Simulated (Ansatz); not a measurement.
PbF₂, DFT, LDA, all-electron PAW with datasets made for the crystal, scalar-relativistic (Ansatz 0.2.0), run on 1 thread of Intel(R) Xeon(R) 6975P-C (Granite Rapids) on a shared host.

The geometry is COD entry 9014557, unchecked; take it as a test cell. The listed cell was then made from it by scaling, straining or moving an atom.

Command: `ansatz run input.yaml --threads 1 --pin off --max-ram 4096MiB --backend cpu --events-out ev --progress --plain --runs-dir out`

```yaml
crystal:
  lattice:
    - [0.0, 2.9499175202, 2.9499175202]
    - [2.9499175202, 0.0, 2.9499175202]
    - [2.9499175202, 2.9499175202, 0.0]
  atoms:
    - { symbol: Pb, position: [0.0, 0.0, 0.0] }
    - { symbol: F, position: [0.25, 0.25, 0.25] }
    - { symbol: F, position: [0.75, 0.75, 0.75] }
kpoints:
  mp_grid: { grid: [7, 7, 7] }
scf:
  occupations: { method: fermi_dirac, width: 0.03 }
hamiltonian:
  xc: lda
  pseudopotentials: { kind: all_electron, datasets: crystal }
output:
  forces: true
  stress: true
  eigenvalues: true
  efg: { contact_densities: true }
```

(1) How large is the problem that the program sets up?

(2) Estimate the wall time and the peak memory.

## Answers

(1) 20 irreducible k-points, 537 plane waves at Γ, 18 bands.

(2) 3.1 s of wall time for 8 SCF iterations, with a peak of 0.51 GiB. Times on shared machines scatter by tens of per cent.
